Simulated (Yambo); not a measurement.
A BSE run in Yambo for BaCNSCl (space group P2_1/m, No. 11) (PBEsol bands; 4×4×2 mesh, 15 valence and 18 conduction bands, static screening with 122 bands and a 3 Ry block, scissor 2.37 eV, Tamm-Dancoff; field along x) gives:

| state | energy (eV) | states within 2 meV | relative strength | class |
|---|---|---|---|---|
| 1 | 4.65 | 1 | < 0.01 | dark |
| 2 | 4.69 | 1 | < 0.01 | dark |
| 3 | 4.90 | 1 | < 0.01 | dark |
| 4 | 4.92 | 1 | < 0.01 | dark |
| 5 | 4.96 | 1 | 0.02 | weak |

Axes are Cartesian, with cell vectors (Å) (5.91, 0.00, 0.00), (0.00, 4.69, 0.00), (-1.35, 0.00, 8.80).

Task: What changes when the window shrinks to 10 valence and 15 conduction bands?

Result: The lowest state goes from 4.650 eV to 4.709 eV, and its distance below the direct gap from 1.875 eV to 1.815 eV. These are vertical excitations (zero momentum). The scissor comes from a G0W0 run whose convergence isn't established.

Geometry of the Materials Project entry, not relaxed at this level; primitive cell a = 5.913 Å, b = 4.690 Å, c = 8.905 Å, α = 90.00°, β = 98.71°, γ = 90.00°.
